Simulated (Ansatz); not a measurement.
## Cs$_{2}$IBrCl$_{6}$, first-principles data

Cs₂IBrCl₆:
```
Cs2IBrCl6
1.0
    0.00000     5.62093     5.62093
    5.62093     0.00000     5.62093
    5.62093     5.62093     0.00000
Cs I Br Cl
2 1 1 6
Cartesian
  2.81047   2.81047   2.81047
  8.43140   8.43140   8.43140
  0.00000   0.00000   0.00000
  5.62093   5.62093   5.62093
  8.66646   5.62093   5.62093
  2.57541   5.62093   5.62093
  5.62093   8.66646   5.62093
  5.62093   2.57541   5.62093
  5.62093   5.62093   8.66646
  5.62093   5.62093   2.57541
```

Space group Fm-3m (No. 225); conventional cell a = b = c = 11.2419 Å, α = β = γ = 90.00°.

Method: r²SCAN in the plane-wave PAW code Ansatz. The cell and atoms are relaxed at this level. Other levels are named where they apply.

### Cell and energy

```
Item                                                           Value
-----------------------------------------------------  -------------
Volume per atom                                             35.52 Å³
Density                                                   3.20 g/cm³
Formation energy from the elements (no fitted shifts)  -0.94 eV/atom
```

### Electronic structure

```
Quantity                                                                          Result
------------------------------------------------  --------------------------------------
Band gap                                                                0.96 eV (direct)
Valence-band maximum                                                                at L
Conduction-band minimum                                      at L (4 equivalent valleys)
Electron effective mass                           0.22, 0.33, 0.37 mₑ (principal values)
Electron effective mass with spin–orbit coupling  0.20, 0.20, 0.23 mₑ (principal values)
Hole effective mass                               0.18, 0.25, 0.25 mₑ (principal values)
Hole effective mass with spin–orbit coupling      0.18, 0.20, 0.20 mₑ (principal values)
HSE06 gap on the r²SCAN cell                                                     1.26 eV
Gap with spin–orbit coupling                                                     0.54 eV
```

### Mechanics

```
Quantity                               Value
----------------------------------  --------
Bulk modulus (Birch–Murnaghan fit)  15.1 GPa
Pressure derivative B′                   6.9
```

### Charges

```
Property                                        Result
-------------  ---------------------------------------
Bader charges  Cs +0.92, I +1.42, Br -0.29, Cl -0.49 e
```

The first step of the workflow began from a Materials Project structure, measured or hypothetical; the Crystallography Open Database copy checked does not list it. Its standing as an ambient phase is unchecked. The r²SCAN relaxation kept the symmetry of its start; its stability against distortions is not shown here. The references are the lowest solids computed at this level, not always the standard phases (solids in place of the gases). Scalar-relativistic: spin–orbit coupling is off unless named, which matters more the heavier the elements.

Potentials: the later of the program's two PAW sets.
